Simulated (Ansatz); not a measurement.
A geometry of Ag away from equilibrium: the start of the relaxation of a generated cell, Ag built in the AFLOW prototype A_oP8_62_2c (A_c). These are PBE (plane waves to 420 eV, PAW, scalar-relativistic; Ansatz, a quantum-chemistry and plane-wave program) values and carry that method's errors. Γ-centred k-mesh 5×7×7 on the run's cell (coarser than for final values), Fermi–Dirac smearing 0.05 eV.

```xyz
8
Lattice="6.4086 0.0000 0.0000 0.0000 4.5426 0.0000 0.0000 0.0000 4.7004" Properties=species:S:1:pos:R:3:forces:R:3 pbc="T T T" free_energy=-60720.976 pressure_GPa=20.4
Ag     2.9736     1.1357     1.3725    1.5632    0.0000    0.5940
Ag     6.1778     1.1357     0.9777    1.5632    0.0000   -0.5940
Ag     3.4350     3.4070     3.3279   -1.5632    0.0000   -0.5940
Ag     0.2307     3.4070     3.7227   -1.5632    0.0000    0.5940
Ag     1.1599     1.1357     3.0928    0.8306    0.0000    1.7974
Ag     4.3642     1.1357     3.9577    0.8306    0.0000   -1.7974
Ag     5.2486     3.4070     1.6075   -0.8306    0.0000   -1.7974
Ag     2.0443     3.4070     0.7427   -0.8306    0.0000    1.7974
```

Positions in Å, forces in eV/Å, free energy of the cell in eV (comparable only within this code, potentials and settings). Largest force: 1.98 eV/Å, on Ag5, Ag6, Ag7, Ag8 (atoms numbered as listed); the geometry lies 0.47 eV/atom above the end of its relaxation.

No spin polarisation in the result.

The run could not lower the symmetry of its start; a shaken copy of this end point relaxes with PBE to Fm-3m (No. 225), 0.03 eV/atom lower.

The end of the path is a generated cell of Ag: the first start was made by placing the elements on the sites of a structure type, and the end was not matched to a known phase here, so it may be hypothetical. Known forms of Ag include space group No. 225.
